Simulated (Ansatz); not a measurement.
Level of theory: DFT PBE, scalar-relativistic, plane waves, PAW in Ansatz. Settings: cutoff 420 eV, Γ-centred meshes spaced at most about 0.3 Å⁻¹, and about 0.25 Å⁻¹ or finer for metals (2π included), Gaussian smearing. No spin polarisation in the final relaxations.

These are static total energies at zero pressure.

Two relaxed structures of ScAsS:

A. Space group P4/mmm (No. 123), tetragonal, a = 3.551 Å, c = 5.181 Å. Sc has 4 S at 2.51 Å, 4 Sc at 3.55 Å and 8 As at 3.61 Å; As has 2 S at 2.59 Å; S has 4 Sc at 2.51 Å and 2 As at 2.59 Å.

B. Space group P4/mmm (No. 123), tetragonal, a = 3.882 Å, c = 4.844 Å. Around Sc lie 2 S at 2.42 Å and 4 As at 2.74 Å; As has 4 Sc at 2.74 Å; S is surrounded by 2 Sc at 2.42 Å.

Question: Which placement of the atoms is lower in energy, and by how much?

Answer: B is lower, by 15 meV/atom. The two share one framework of sites and differ in which element sits where. A has space group P4/mmm (No. 123), 21.8 Å³/atom and no gap on its mesh; B has space group P4/mmm (No. 123), 24.3 Å³/atom and no gap. Counting As or S atoms around Sc (for each partner element, those within 1.25 times its shortest distance or 1.15 times the sum of covalent radii, where it is the nearest in units of that sum or under 1.3; a plus sign parts groups by distance over the sum of covalent radii), A has Sc 4+8 and B has Sc 6. The lower one is the more open, so pressure narrows the difference. Both come from invented guesses. A third cell relaxed alike, in P2, lies 0.37 eV/atom below the lower of the two; the P4/mmm cell fell into it when its atoms were moved at random.

The k mesh leaves some 4 meV/atom of noise in the energy of each metallic cell. Cells relaxed within their symmetry can be saddle points.
